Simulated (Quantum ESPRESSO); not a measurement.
Al3SiNO5, input and log of a self-consistent run

Simulated, not a measurement. The program is pw.x of Quantum ESPRESSO 7.5 (plane-wave density functional theory). The cell is made up: 10 atoms on a corundum lattice, with randomly drawn elements, strain and displacements, not relaxed. PseudoDojo standard norm-conserving files (v0.5 for PBE, v0.4.1 for LDA and PBEsol) set the functional; there is no spin polarisation, spin-orbit coupling or dispersion term, and the masses in the input are unused placeholders.

Input:

```
&control calculation='scf', pseudo_dir='./dojo.nc.sr.pbe.v0_5.standard.upf', outdir='./o', disk_io='low', tprnfor=.true., tstress=.true. /
&system ibrav=0, nat=10, ntyp=4, nbnd=30, ecutwfc=84.00895049, nosym=.true., tot_charge=0,
 occupations='smearing', smearing='fd', degauss=0.0018374661
/
&electrons conv_thr=7.350e-09, electron_maxstep=60, /
ATOMIC_SPECIES
Al 1.0 Al.upf
N 1.0 N.upf
O 1.0 O.upf
Si 1.0 Si.upf
CELL_PARAMETERS angstrom
2.4529 1.4162 4.4605
-2.4529 1.4162 4.4605
0.0 -2.8324 4.4605
ATOMIC_POSITIONS angstrom
Al -0.002 -0.024 4.7565
Si 0.0947 -0.0307 2.0402
Al -0.0324 -0.0149 8.679
Al -0.029 0.0133 11.3966
N -0.9998 1.4615 7.8366
O -0.7433 -1.7133 7.8876
O 1.7939 0.0331 7.8055
O 1.0515 -1.5077 5.4588
O 0.7485 1.5446 5.4848
O -1.6859 0.0457 5.5579
K_POINTS automatic
5 5 5 1 1 1
```

The log is shortened where brackets say so; the opening notice, blank lines, dates and the lines on written files are dropped, and the path of the files is cut. It prints rydbergs, bohrs and kilobars, and counts compression as positive stress. With no partly filled state, the Fermi energy that it prints is only some level between the filled and the empty states on the mesh, and need not lie in the true gap.

```
     Program PWSCF v.7.5
     Parallel version (MPI & OpenMP), running on       4 processor cores
     Number of MPI processes:                 4
     Threads/MPI process:                     1
     [start-up lines left out]
     bravais-lattice index     =            0
     lattice parameter (alat)  =       9.9849  a.u.
     unit-cell volume          =     627.3875 (a.u.)^3
     number of atoms/cell      =           10
     number of atomic types    =            4
     number of electrons       =        48.00
     number of Kohn-Sham states=           30
     kinetic-energy cutoff     =      84.0090  Ry
     charge density cutoff     =     336.0358  Ry
     scf convergence threshold =      7.3E-09
     mixing beta               =       0.7000
     number of iterations used =            8  plain     mixing
     Exchange-correlation= PBE
                           (   1   4   3   4   0   0   0)
     [axes and pseudopotential details left out]
   Cartesian axes
     site n.     atom                  positions (alat units)
         1        Al     tau(   1) = (  -0.0003785  -0.0045422   0.9002067  )
         2        Si     tau(   2) = (   0.0179228  -0.0058102   0.3861246  )
         3        Al     tau(   3) = (  -0.0061320  -0.0028199   1.6425720  )
         4        Al     tau(   4) = (  -0.0054885   0.0025171   2.1569001  )
         5        N      tau(   5) = (  -0.1892204   0.2766009   1.4831409  )
         6        O      tau(   6) = (  -0.1406756  -0.3242561   1.4927931  )
         7        O      tau(   7) = (   0.3395103   0.0062644   1.4772550  )
         8        O      tau(   8) = (   0.1990050  -0.2853446   1.0331227  )
         9        O      tau(   9) = (   0.1416598   0.2923282   1.0380434  )
        10        O      tau(  10) = (  -0.3190704   0.0086491   1.0518782  )
     number of k points=    63  Fermi-Dirac smearing, width (Ry)=  0.0018
                       cart. coord. in units 2pi/alat
        k(    1) = (   0.0000000   0.0000000   0.1184573), wk =   0.0320000
        k(    2) = (   0.0000000  -0.2487307   0.1974288), wk =   0.0320000
     [further k points left out]
     Dense  grid:    65191 G-vectors     FFT dimensions: (  60,  60,  60)
     Estimated max dynamical RAM per process >     150.50 MB
     Estimated total dynamical RAM >     554.24 MB
     Initial potential from superposition of free atoms
     starting charge      47.9920, renormalised to      48.0000
     Starting wfcs are   40 randomized atomic wfcs
     total cpu time spent up to now is        3.0 secs
     per-process dynamical memory:   120.5 Mb
     Self-consistent Calculation
     iteration #  1     ecut=    84.01 Ry     beta= 0.70
     Davidson diagonalization with overlap
     ethr =  1.00E-02,  avg # of iterations =  3.1
     total cpu time spent up to now is        8.1 secs
     total energy              =    -208.38362418 Ry
     estimated scf accuracy    <       2.31467551 Ry
     iteration #  2     ecut=    84.01 Ry     beta= 0.70
     Davidson diagonalization with overlap
     ethr =  4.82E-03,  avg # of iterations =  2.0
     total cpu time spent up to now is       13.0 secs
     total energy              =    -209.04653190 Ry
     estimated scf accuracy    <       1.82932319 Ry
     iteration #  3     ecut=    84.01 Ry     beta= 0.70
     Davidson diagonalization with overlap
     ethr =  3.81E-03,  avg # of iterations =  2.0
     total cpu time spent up to now is       17.4 secs
     total energy              =    -209.35662663 Ry
     estimated scf accuracy    <       0.03234346 Ry
     iteration #  4     ecut=    84.01 Ry     beta= 0.70
     Davidson diagonalization with overlap
     ethr =  6.74E-05,  avg # of iterations =  7.7
     total cpu time spent up to now is       23.7 secs
     total energy              =    -209.37674140 Ry
     estimated scf accuracy    <       0.00861493 Ry
     iteration #  5     ecut=    84.01 Ry     beta= 0.70
     Davidson diagonalization with overlap
     ethr =  1.79E-05,  avg # of iterations =  3.9
     total cpu time spent up to now is       28.9 secs
     total energy              =    -209.37759424 Ry
     estimated scf accuracy    <       0.00336876 Ry
     [iterations 6 to 7 left out]
     iteration #  8     ecut=    84.01 Ry     beta= 0.70
     Davidson diagonalization with overlap
     ethr =  4.58E-07,  avg # of iterations =  2.0
     total cpu time spent up to now is       42.1 secs
     total energy              =    -209.37761139 Ry
     estimated scf accuracy    <       0.00000370 Ry
     iteration #  9     ecut=    84.01 Ry     beta= 0.70
     Davidson diagonalization with overlap
     ethr =  7.71E-09,  avg # of iterations =  3.7
     total cpu time spent up to now is       47.4 secs
     total energy              =    -209.37761314 Ry
     estimated scf accuracy    <       0.00000169 Ry
     iteration # 10     ecut=    84.01 Ry     beta= 0.70
     Davidson diagonalization with overlap
     ethr =  3.53E-09,  avg # of iterations =  2.0
     total cpu time spent up to now is       51.6 secs
     total energy              =    -209.37761317 Ry
     estimated scf accuracy    <       0.00000040 Ry
     iteration # 11     ecut=    84.01 Ry     beta= 0.70
     Davidson diagonalization with overlap
     ethr =  8.26E-10,  avg # of iterations =  2.0
     total cpu time spent up to now is       56.1 secs
     total energy              =    -209.37761328 Ry
     estimated scf accuracy    <       0.00000002 Ry
     iteration # 12     ecut=    84.01 Ry     beta= 0.70
     Davidson diagonalization with overlap
     ethr =  3.64E-11,  avg # of iterations =  2.0
     total cpu time spent up to now is       60.4 secs
     End of self-consistent calculation
          k = 0.0000 0.0000 0.1185 (  8155 PWs)   bands (ev):
   -11.9838 -10.1594 -10.0408  -9.5753  -9.2426  -3.9470  -0.4801   0.9744
     1.3664   1.5644   2.3066   2.8862   3.1299   3.4149   4.5170   5.1362
     5.4130   5.6812   6.0221   6.1621   6.4217   7.5355   8.3248   8.6492
    11.2220  14.4723  15.0510  16.1072  16.4815  16.9184
     [levels at the other k points left out]
     the Fermi energy is    10.2548 ev
!    total energy              =    -209.37761328 Ry
     estimated scf accuracy    <          3.4E-09 Ry
     smearing contrib. (-TS)   =       0.00000000 Ry
     internal energy E=F+TS    =    -209.37761328 Ry
     The total energy is F=E-TS. E is the sum of the following terms:
     one-electron contribution =     -35.27825247 Ry
     hartree contribution      =      51.58830476 Ry
     xc contribution           =     -58.39482561 Ry
     ewald contribution        =    -167.29283995 Ry
     convergence has been achieved in  12 iterations
     Forces acting on atoms (cartesian axes, Ry/au):
     atom    1 type  1   force =     0.05586255    0.00700481   -0.06026336
     atom    2 type  4   force =     0.04078677    0.00869312    0.07797653
     atom    3 type  1   force =     0.01024006    0.00558842   -0.08295033
     atom    4 type  1   force =     0.02055476   -0.07573017    0.04599764
     atom    5 type  2   force =     0.00172382   -0.04084727   -0.06466155
     atom    6 type  3   force =    -0.03134621    0.06136274   -0.11113543
     atom    7 type  3   force =    -0.05495850    0.05273220   -0.02013025
     atom    8 type  3   force =    -0.09729835    0.01031832    0.08909134
     atom    9 type  3   force =     0.07990316    0.03237228    0.09359751
     atom   10 type  3   force =    -0.02546806   -0.06149446    0.03247789
     Total force =     0.313461     Total SCF correction =     0.000019
     Computing stress (Cartesian axis) and pressure
          total   stress  (Ry/bohr**3)                   (kbar)     P=     -112.57
  -0.00083254   0.00009580  -0.00017900         -122.47       14.09      -26.33
   0.00009580  -0.00055359   0.00013794           14.09      -81.44       20.29
  -0.00017900   0.00013794  -0.00090956          -26.33       20.29     -133.80
     init_run     :      2.82s CPU      2.91s WALL (       1 calls)
     electrons    :     56.86s CPU     57.41s WALL (       1 calls)
     forces       :      0.79s CPU      0.81s WALL (       1 calls)
     stress       :      2.68s CPU      2.70s WALL (       1 calls)
     [timing details left out]
     PWSCF        :   1m 3.24s CPU   1m 3.95s WALL
     JOB DONE.
```

In other units: free energy -2848.728 eV for the cell, pressure -11.26 GPa, largest force component 2.857 eV/Å. A rerun of this cell at a cutoff of 1437 eV and k mesh 7 x 7 x 7 moved values by no more than 0.003 eV in energy, 0.03 GPa in stress and 0.002 eV/Å in force.